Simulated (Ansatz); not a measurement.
AlSi3C: relaxation (Ansatz)

The input file (Ansatz 0.2.0, plane waves):

```yaml
crystal:
  lattice:
    - [2.127929, -4.847571, 0.0]
    - [2.127929, -1.956729, -4.435094]
    - [4.45757, 1.956729, 4.435094]
  atoms:
    - { symbol: Al, position: [0.0, 0.0, 0.0] }
    - { symbol: Al, position: [0.5, 0.0, 0.5] }
    - { symbol: C, position: [0.75, 0.5, 0.75] }
    - { symbol: C, position: [0.25, 0.5, 0.25] }
    - { symbol: Si, position: [0.25, 0.5, 0.75] }
    - { symbol: Si, position: [0.25, 0.0, 0.75] }
    - { symbol: Si, position: [0.75, 0.0, 0.75] }
    - { symbol: Si, position: [0.75, 0.5, 0.25] }
    - { symbol: Si, position: [0.75, 0.0, 0.25] }
    - { symbol: Si, position: [0.25, 0.0, 0.25] }
  symmetry: { tolerance: 0.0003 }
kpoints:
  mp_grid: { grid: [5, 5, 5], shift: [0, 0, 0] }
magnetization:
  spin_polarized: false
scf:
  occupations: { method: fermi_dirac }
  lower_state_search: "off"
hamiltonian:
  pseudopotentials: { kind: paw }
  xc: r2scan
basis:
  ecutwfc: 500
  fft_grid_basis: typed
relax:
  max_steps: 80
  cell: { p_target: 0.0 }
  f_tol: 0.03
output:
  forces: true
  stress: true
  eigenvalues: true
  bader: true
  populations: true
  elf: true
  write_potential: true
  volumetric_format: npy
  dos:
    e_range: [-12, 8]
    de: 0.05
    projected: { site_lists: { Al: [Al], C: [C], Si: [Si] } }
  write_density: true
checkpoint:
  read: saved_state
```

Launch command:

```bash
ansatz run input.yaml --threads 2 --pin off --max-ram 3584MiB --backend cpu --events-out ev --progress --plain --runs-dir out
```

Origin of the cell: a known structure type with other elements, at an estimated volume, so it need not be a known compound.

The smearing width isn't typed, so it takes its default of 0.1 eV.

The saved state is a converged single point of the same cell.

Steps («new basis» is an SCF on plane waves selected anew at the same cell):

| step | ΔF (meV/atom) | max force component (eV/Å) | P (GPa) | volume (Å³) | SCF iterations | step was |
| --- | --- | --- | --- | --- | --- | --- |
| 1 | 0.0 | 0.000 | 34.55 | 141.58 | 6 | accepted |
| 2 | -257.7 | 0.000 | 21.27 | 152.72 | 7 | accepted |
| 3 | -428.7 | 0.000 | 12.77 | 161.79 | 7 | accepted |
| 4 | -567.7 | 0.000 | 9.90 | 163.34 | 7 | accepted |
| 5 | -704.2 | 0.000 | 7.27 | 164.77 | 6 | accepted |
| 6 | -820.4 | 0.000 | 4.99 | 166.32 | 6 | accepted |
| 7 | -914.1 | 0.000 | 3.48 | 167.10 | 6 | accepted |
| 8 | -980.5 | 0.000 | 2.47 | 167.40 | 6 | accepted |
| 9 | -1020.8 | 0.000 | 1.93 | 167.52 | 6 | accepted |
| 10 | -1031.9 | 0.000 | -1.06 | 173.42 | 6 | accepted |
| 11 | -1038.3 | 0.000 | -0.06 | 171.28 | 6 | accepted |
| 12 | -1038.3 | 0.000 | 0.00 | 171.15 | 5 | accepted |
| 13 | -1062.7 | 0.000 | 0.85 | 171.15 | 8 | new basis |
| 14 | -1065.3 | 0.000 | -0.06 | 173.56 | 6 | accepted |
| 15 | -1065.3 | 0.000 | 0.01 | 173.41 | 6 | accepted |
| 16 | -1065.3 | 0.000 | 0.01 | 173.41 | 5 | new basis |

The starting structure.

Space group R-3m (No. 166); the run's cell has a = 5.294 Å, b = 5.294 Å, c = 6.586 Å, α = 113.70°, β = 90.00°, γ = 60.00°. Shortest distances: Al–Si 2.11 Å, C–Si 2.65 Å, Si–Si 2.65 Å, Al–C 3.39 Å.

After:

Space group R-3m (No. 166); the run's cell has a = 4.799 Å, b = 4.799 Å, c = 9.125 Å, α = 105.25°, β = 90.00°, γ = 60.00°. Shortest distances: C–Si 2.40 Å, Si–Si 2.40 Å, Al–Si 2.58 Å, Al–C 3.52 Å.

```xyz
10
Lattice="1.9290 -4.3944 0.0000 1.9290 -1.7738 -4.0205 7.0577 3.0981 4.8837" Properties=species:S:1:pos:R:3 pbc="T T T"
Al    0.0000    0.0000    0.0000
Al    4.4933   -0.6481    2.4418
C     7.7045   -1.8591    1.6525
C     3.2112   -1.2110   -0.7893
Si    6.7400    0.3381    1.6525
Si    5.7755    1.2250    3.6627
Si    6.7400   -0.9722    3.6627
Si    4.1757   -3.4082   -0.7893
Si    3.2112   -2.5213    1.2209
Si    2.2467   -0.3241    1.2209
```

```
Free energy lowered by  : 1065.3 meV/atom
Volume change           : 22.48 %
Final pressure          : 0.01 GPa
Relaxation steps listed : 16
Gap on the mesh         : none (metal)
```

Caveats: no dispersion correction, so spacings can come out too large where layers or molecules are weakly bound; the k mesh is coarse if the cell is a metal; the relaxation held the start's symmetry, so the end may be a saddle point.

Time: 2.8 min on 2 threads of Arm Neoverse V2, with other jobs on the host, peak memory 0.87 GiB, from a saved density.
